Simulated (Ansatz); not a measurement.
A geometry of TiAl away from equilibrium: step 2 of the relaxation of a relaxed TiAl cell, doubled along one cell vector, shaken by Gaussian noise of σ = 0.08 Å a coordinate. The numbers are results of r2SCAN (plane waves to 500 eV, PAW, scalar-relativistic; Ansatz, a first-principles code), not measurements. Γ-centred k-mesh 5×9×9 on the run's cell (coarser than for final values), Fermi–Dirac smearing 0.05 eV.

```yaml
crystal:
  lattice:
    - [0.00745, 6.34292, 6.35806]
    - [3.14567, 0.01361, 3.16915]
    - [3.15763, 3.17353, 0.00166]
  atoms:
    - { symbol: Al, position: [0.12700, 0.26597, 0.25197] }
    - { symbol: Al, position: [0.62655, 0.24286, 0.25231] }
    - { symbol: Al, position: [0.99960, 0.00382, 0.01039] }
    - { symbol: Al, position: [0.50100, 0.00223, 0.99535] }
    - { symbol: Ti, position: [0.25086, 0.51557, 0.49111] }
    - { symbol: Ti, position: [0.75201, 0.49820, 0.50370] }
    - { symbol: Ti, position: [0.37262, 0.76316, 0.73943] }
    - { symbol: Ti, position: [0.87572, 0.74419, 0.76533] }
```

### Question
Which atoms carry the largest force, and which way does it point?

### Answer
0.26 eV/Å, on Al1 (atoms numbered as listed); on Al1 its components are (-0.19, -0.12, -0.14).

### Question
What is the pressure?

### Answer
+1.4 GPa, compression positive.

### Question
How much energy per atom can still be gained by relaxing?

### Answer
0.33 eV/atom; the path ends in I4₁/amd (No. 141).

No spin polarisation in the result.

The end of the path is a generated cell of TiAl: the first start was made by placing the elements on the sites of a structure type, and the end was not matched to a known phase here, so it may be hypothetical. Known forms of TiAl include space group No. 123.
